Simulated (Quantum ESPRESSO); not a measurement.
WTa2AlHf4, one run as intended and one with a planted mistake

Computed values, not a measurement. The program is pw.x of Quantum ESPRESSO 7.5 (plane-wave density functional theory). The cell is made up: eight metal atoms on a hexagonal close-packed lattice, with elements, volume, strain and displacements drawn at random and not relaxed, so it may be unstable or far from any real phase. PseudoDojo standard norm-conserving files set the functional (PBE unless stated); there is no spin polarisation or spin-orbit coupling, the Fermi-Dirac width of 0.25 eV means electrons at about 2900 K, and the masses in the input are unused placeholders. Heavy elements are run without spin-orbit coupling, which real alloys of them have. A spin test at this wide smearing found no moment, but such smearing suppresses magnetism that the real alloy may have.

Intended input:

```
&control calculation='scf', pseudo_dir='./dojo.nc.sr.pbe.v0_5.standard.upf', outdir='./o', disk_io='minimal', tprnfor=.true., tstress=.true. /
&system ibrav=0, nat=8, ntyp=4, nbnd=63, ecutwfc=74.01313486, nosym=.true., tot_charge=0,
 occupations='smearing', smearing='fd', degauss=0.0183746611
/
&electrons conv_thr=1.470e-08, electron_maxstep=70, mixing_beta=0.5 /
ATOMIC_SPECIES
Al 1.0 Al.upf
Hf 1.0 Hf.upf
Ta 1.0 Ta.upf
W 1.0 W.upf
CELL_PARAMETERS angstrom
-3.1042 0.0499 -0.0012
-0.0884 5.3378 -5.0495
0.0845 -5.3464 -5.0585
ATOMIC_POSITIONS angstrom
W 0.0005 0.0141 -0.0005
Ta 0.0013 1.7637 -2.5232
Al -0.0157 -0.0593 -5.0942
Ta -0.0574 1.7616 -7.6264
Hf -1.563 -0.916 -2.4876
Hf -1.5454 -2.6422 -5.079
Hf -1.5743 -0.9039 -7.5383
Hf -1.5587 2.7072 -5.0219
K_POINTS automatic
7 3 3 1 1 1
```

The log is shortened where brackets say so; the opening notice, blank lines, dates and the lines on written files are dropped, and the path of the files is cut. It prints rydbergs, bohrs and kilobars, and counts compression as positive stress. Its total energy is the free energy E - TS of the whole cell.

Log of the intended run:

```
     Program PWSCF v.7.5
     Parallel version (MPI & OpenMP), running on       4 processor cores
     Number of MPI processes:                 4
     Threads/MPI process:                     1
     [start-up lines left out]
     bravais-lattice index     =            0
     lattice parameter (alat)  =       5.8668  a.u.
     unit-cell volume          =    1130.8635 (a.u.)^3
     number of atoms/cell      =            8
     number of atomic types    =            4
     number of electrons       =        91.00
     number of Kohn-Sham states=           63
     kinetic-energy cutoff     =      74.0131  Ry
     charge density cutoff     =     296.0525  Ry
     scf convergence threshold =      1.5E-08
     mixing beta               =       0.5000
     number of iterations used =            8  plain     mixing
     Exchange-correlation= PBE
                           (   1   4   3   4   0   0   0)
     [axes and pseudopotential details left out]
   Cartesian axes
     site n.     atom                  positions (alat units)
         1        W      tau(   1) = (   0.0001611   0.0045416  -0.0001611  )
         2        Ta     tau(   2) = (   0.0004187   0.5680923  -0.8127292  )
         3        Al     tau(   3) = (  -0.0050570  -0.0191007  -1.6408548  )
         4        Ta     tau(   4) = (  -0.0184887   0.5674159  -2.4564829  )
         5        Hf     tau(   5) = (  -0.5034463  -0.2950459  -0.8012623  )
         6        Hf     tau(   6) = (  -0.4977773  -0.8510594  -1.6359589  )
         7        Hf     tau(   7) = (  -0.5070861  -0.2911485  -2.4281057  )
         8        Hf     tau(   8) = (  -0.5020613   0.8719960  -1.6175668  )
     number of k points=    32  Fermi-Dirac smearing, width (Ry)=  0.0184
                       cart. coord. in units 2pi/alat
        k(    1) = (  -0.0714154  -0.0010695  -0.1023525), wk =   0.0634921
        k(    2) = (  -0.0683825   0.1925264   0.1022436), wk =   0.0634921
     [further k points left out]
     Dense  grid:    97165 G-vectors     FFT dimensions: (  36,  80,  80)
     Estimated max dynamical RAM per process >     276.20 MB
     Estimated total dynamical RAM >       1.01 GB
     Initial potential from superposition of free atoms
     starting charge      90.9878, renormalised to      91.0000
     Starting wfcs are   74 randomized atomic wfcs
     total cpu time spent up to now is        4.0 secs
     per-process dynamical memory:   206.5 Mb
     Self-consistent Calculation
     iteration #  1     ecut=    74.01 Ry     beta= 0.50
     Davidson diagonalization with overlap
     ethr =  1.00E-02,  avg # of iterations =  2.4
     Threshold (ethr) on eigenvalues was too large:
     Diagonalizing with lowered threshold
     Davidson diagonalization with overlap
     ethr =  1.77E-04,  avg # of iterations =  5.8
     total cpu time spent up to now is       19.9 secs
     total energy              =    -868.00609426 Ry
     estimated scf accuracy    <       0.20803340 Ry
     iteration #  2     ecut=    74.01 Ry     beta= 0.50
     Davidson diagonalization with overlap
     ethr =  2.29E-04,  avg # of iterations =  2.0
     total cpu time spent up to now is       26.4 secs
     total energy              =    -867.96660252 Ry
     estimated scf accuracy    <       0.22627717 Ry
     [iterations 3 to 17 left out]
     iteration # 18     ecut=    74.01 Ry     beta= 0.50
     Davidson diagonalization with overlap
     ethr =  8.55E-11,  avg # of iterations =  2.1
     total cpu time spent up to now is      132.2 secs
     total energy              =    -868.03067893 Ry
     estimated scf accuracy    <       0.00000032 Ry
     iteration # 19     ecut=    74.01 Ry     beta= 0.50
     Davidson diagonalization with overlap
     ethr =  8.55E-11,  avg # of iterations =  1.6
     total cpu time spent up to now is      138.2 secs
     End of self-consistent calculation
     [lines on levels left out]
!    total energy              =    -868.03067894 Ry
     estimated scf accuracy    <          9.9E-09 Ry
     smearing contrib. (-TS)   =      -0.14510554 Ry
     internal energy E=F+TS    =    -867.88557340 Ry
     The total energy is F=E-TS. E is the sum of the following terms:
     one-electron contribution =    -215.88189059 Ry
     hartree contribution      =     138.51443800 Ry
     xc contribution           =    -208.05868870 Ry
     ewald contribution        =    -582.45943212 Ry
     convergence has been achieved in  19 iterations
     Forces acting on atoms (cartesian axes, Ry/au):
     atom    1 type  4   force =     0.00607158    0.02270089    0.00601024
     atom    2 type  3   force =    -0.00889597   -0.02306036    0.00381778
     atom    3 type  1   force =     0.00228363    0.02873485    0.01052082
     atom    4 type  3   force =    -0.00440441   -0.02455233   -0.00042177
     atom    5 type  2   force =    -0.00208880    0.02870562   -0.01290565
     atom    6 type  2   force =     0.00182597   -0.04181402    0.00753803
     atom    7 type  2   force =    -0.00232844    0.02850354   -0.00937401
     atom    8 type  2   force =     0.00753644   -0.01921819   -0.00518544
     Total force =     0.083307     Total SCF correction =     0.000313
     Computing stress (Cartesian axis) and pressure
          total   stress  (Ry/bohr**3)                   (kbar)     P=      -63.54
  -0.00051372   0.00003426  -0.00001385          -75.57        5.04       -2.04
   0.00003426  -0.00046142  -0.00001357            5.04      -67.88       -2.00
  -0.00001385  -0.00001357  -0.00032058           -2.04       -2.00      -47.16
     init_run     :      3.79s CPU      3.90s WALL (       1 calls)
     electrons    :    133.18s CPU    134.19s WALL (       1 calls)
     forces       :      1.47s CPU      1.49s WALL (       1 calls)
     stress       :      4.95s CPU      5.08s WALL (       1 calls)
     [timing details left out]
     PWSCF        :   2m23.51s CPU   2m24.84s WALL
     JOB DONE.
```

A second run has one planted mistake: the files are those of another functional. The input lines that differ:

```
- &control calculation='scf', pseudo_dir='./dojo.nc.sr.pbe.v0_5.standard.upf', outdir='./o', disk_io='minimal', tprnfor=.true., tstress=.true. /
+ &control calculation='scf', pseudo_dir='./dojo.nc.sr.pbesol.v0_4_1.standard.upf', outdir='./o', disk_io='minimal', tprnfor=.true., tstress=.true. /
```

Its log:

```
     Program PWSCF v.7.5
     Parallel version (MPI & OpenMP), running on       4 processor cores
     Number of MPI processes:                 4
     Threads/MPI process:                     1
     [start-up lines left out]
     bravais-lattice index     =            0
     lattice parameter (alat)  =       5.8668  a.u.
     unit-cell volume          =    1130.8635 (a.u.)^3
     number of atoms/cell      =            8
     number of atomic types    =            4
     number of electrons       =        91.00
     number of Kohn-Sham states=           63
     kinetic-energy cutoff     =      74.0131  Ry
     charge density cutoff     =     296.0525  Ry
     scf convergence threshold =      1.5E-08
     mixing beta               =       0.5000
     number of iterations used =            8  plain     mixing
     Exchange-correlation= PBESOL
                           (   1   4  10   8   0   0   0)
     [axes and pseudopotential details left out]
   Cartesian axes
     site n.     atom                  positions (alat units)
         1        W      tau(   1) = (   0.0001611   0.0045416  -0.0001611  )
         2        Ta     tau(   2) = (   0.0004187   0.5680923  -0.8127292  )
         3        Al     tau(   3) = (  -0.0050570  -0.0191007  -1.6408548  )
         4        Ta     tau(   4) = (  -0.0184887   0.5674159  -2.4564829  )
         5        Hf     tau(   5) = (  -0.5034463  -0.2950459  -0.8012623  )
         6        Hf     tau(   6) = (  -0.4977773  -0.8510594  -1.6359589  )
         7        Hf     tau(   7) = (  -0.5070861  -0.2911485  -2.4281057  )
         8        Hf     tau(   8) = (  -0.5020613   0.8719960  -1.6175668  )
     number of k points=    32  Fermi-Dirac smearing, width (Ry)=  0.0184
                       cart. coord. in units 2pi/alat
        k(    1) = (  -0.0714154  -0.0010695  -0.1023525), wk =   0.0634921
        k(    2) = (  -0.0683825   0.1925264   0.1022436), wk =   0.0634921
     [further k points left out]
     Dense  grid:    97165 G-vectors     FFT dimensions: (  36,  80,  80)
     Estimated max dynamical RAM per process >     276.20 MB
     Estimated total dynamical RAM >       1.01 GB
     Initial potential from superposition of free atoms
     starting charge      90.9888, renormalised to      91.0000
     Starting wfcs are   74 randomized atomic wfcs
     total cpu time spent up to now is        4.0 secs
     per-process dynamical memory:   206.5 Mb
     Self-consistent Calculation
     iteration #  1     ecut=    74.01 Ry     beta= 0.50
     Davidson diagonalization with overlap
     ethr =  1.00E-02,  avg # of iterations =  2.4
     Threshold (ethr) on eigenvalues was too large:
     Diagonalizing with lowered threshold
     Davidson diagonalization with overlap
     ethr =  1.80E-04,  avg # of iterations =  5.8
     total cpu time spent up to now is       19.6 secs
     total energy              =    -867.59266519 Ry
     estimated scf accuracy    <       0.21171900 Ry
     iteration #  2     ecut=    74.01 Ry     beta= 0.50
     Davidson diagonalization with overlap
     ethr =  2.33E-04,  avg # of iterations =  2.0
     total cpu time spent up to now is       26.2 secs
     total energy              =    -867.55018573 Ry
     estimated scf accuracy    <       0.24430809 Ry
     [iterations 3 to 17 left out]
     iteration # 18     ecut=    74.01 Ry     beta= 0.50
     Davidson diagonalization with overlap
     ethr =  5.74E-11,  avg # of iterations =  3.0
     total cpu time spent up to now is      132.2 secs
     total energy              =    -867.61807881 Ry
     estimated scf accuracy    <       0.00000036 Ry
     iteration # 19     ecut=    74.01 Ry     beta= 0.50
     Davidson diagonalization with overlap
     ethr =  5.74E-11,  avg # of iterations =  2.0
     total cpu time spent up to now is      138.3 secs
     End of self-consistent calculation
     [lines on levels left out]
!    total energy              =    -867.61807882 Ry
     estimated scf accuracy    <          5.4E-09 Ry
     smearing contrib. (-TS)   =      -0.14599107 Ry
     internal energy E=F+TS    =    -867.47208776 Ry
     The total energy is F=E-TS. E is the sum of the following terms:
     one-electron contribution =    -217.09304757 Ry
     hartree contribution      =     138.57012378 Ry
     xc contribution           =    -206.48973184 Ry
     ewald contribution        =    -582.45943212 Ry
     convergence has been achieved in  19 iterations
     Forces acting on atoms (cartesian axes, Ry/au):
     atom    1 type  4   force =     0.00585967    0.02273338    0.00556051
     atom    2 type  3   force =    -0.00813597   -0.02120118    0.00573414
     atom    3 type  1   force =     0.00220958    0.02791653    0.00999283
     atom    4 type  3   force =    -0.00418856   -0.02326551   -0.00286866
     atom    5 type  2   force =    -0.00212342    0.02700656   -0.00918506
     atom    6 type  2   force =     0.00107208   -0.04475952    0.00692714
     atom    7 type  2   force =    -0.00241922    0.02660052   -0.01158255
     atom    8 type  2   force =     0.00772583   -0.01503078   -0.00457835
     Total force =     0.081282     Total SCF correction =     0.000263
     Computing stress (Cartesian axis) and pressure
          total   stress  (Ry/bohr**3)                   (kbar)     P=     -107.04
  -0.00081110   0.00002685  -0.00001343         -119.32        3.95       -1.98
   0.00002685  -0.00075889  -0.00001194            3.95     -111.64       -1.76
  -0.00001343  -0.00001194  -0.00061290           -1.98       -1.76      -90.16
     init_run     :      3.69s CPU      3.83s WALL (       1 calls)
     electrons    :    133.67s CPU    134.37s WALL (       1 calls)
     forces       :      1.46s CPU      1.48s WALL (       1 calls)
     stress       :      4.99s CPU      5.11s WALL (       1 calls)
     [timing details left out]
     PWSCF        :   2m23.96s CPU   2m24.99s WALL
     JOB DONE.
```

|  | intended run | run with the mistake |
| --- | --- | --- |
| free energy (eV) | -11810.159 | -11804.545 |
| entropy term -TS, part of it (eV) | -1.974 | -1.986 |
| pressure (GPa) | -6.35 | -10.70 |
| size of the largest force component (eV/Å) | 1.075 | 1.151 |
| largest change of a force component (eV/Å) |  | 0.108 |
| iterations | 19 | 19 |

For scale, a rerun of the intended cell at a higher cutoff and on a denser mesh moved values by no more than 0.007 eV in energy, 0.03 GPa in stress and 0.006 eV/Å in force, and a second program with other atomic files agreed on that cell to 2 % rms in force and 0.5 GPa in pressure. Files of another functional or element have another zero of energy, so the energy change says nothing on stability.